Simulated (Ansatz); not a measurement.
# Equation of state of LaCu2Sn2

A database entry relaxed whole under r2SCAN (P4/nmm):

```
CELL_PARAMETERS angstrom
4.49826 0.00000 0.00000
0.00000 4.49826 0.00000
0.00000 0.00000 10.61818
ATOMIC_POSITIONS crystal
La 0.00000 0.50000 0.23915
La 0.50000 0.00000 0.76085
Cu 0.00000 0.50000 0.63415
Cu 0.50000 0.00000 0.36585
Cu 0.00000 0.00000 0.00000
Cu 0.50000 0.50000 0.00000
Sn 0.00000 0.50000 0.87459
Sn 0.50000 0.00000 0.12541
Sn 0.00000 0.00000 0.50000
Sn 0.50000 0.50000 0.50000
```

The cell was scaled uniformly, its shape held, and the atoms relaxed at each volume with plane-wave PAW DFT (Ansatz 0.2.0; r2SCAN, 500 eV, 8×8×4 Γ-centred mesh, fermi-dirac occupations of width 0.100 eV; no spin, no spin-orbit coupling). One row is withheld.

```
volume (Å³/atom)  energy over the lowest (meV/atom)  pressure (GPa)
          20.196                               22.6            6.04
          20.626                                  ?               ?
          21.055                                2.3            1.79
          21.485                                0.0            0.01
          21.915                                2.3           -1.59
          22.345                                8.6           -3.01
          22.774                               18.5           -4.27
```

Task: Fit the pressures of the other rows to the third-order Birch-Murnaghan form.

Result: With f = [(V₀/V)^(2/3) − 1]/2 and P = 3B₀f(1 + 2f)^(5/2)[1 + 3(B₀′ − 4)f/2], least squares gives V₀ = 21.49 Å³ an atom, B₀ = 84.2 GPa and B₀′ = 4.7; the rows miss the fit by less than 0.01 GPa. The slope of the energies differs from these pressures by 0.05 GPa, since they are taken to zero smearing while pressures follow the free energy.

Task: What does the withheld row hold?

Result: The fit gives 3.80 GPa at 20.626 Å³; the run gave 3.80 GPa and 9.6 meV an atom.

Caveats: the shape of the cell was held, so B₀ is an upper bound where the axes differ in stiffness; 0 K, fixed nuclei; the symmetry was kept, and this need not be the phase that is stable at 0 K; one mesh for all volumes; every run is gapless at this level; pressure is positive in compression.
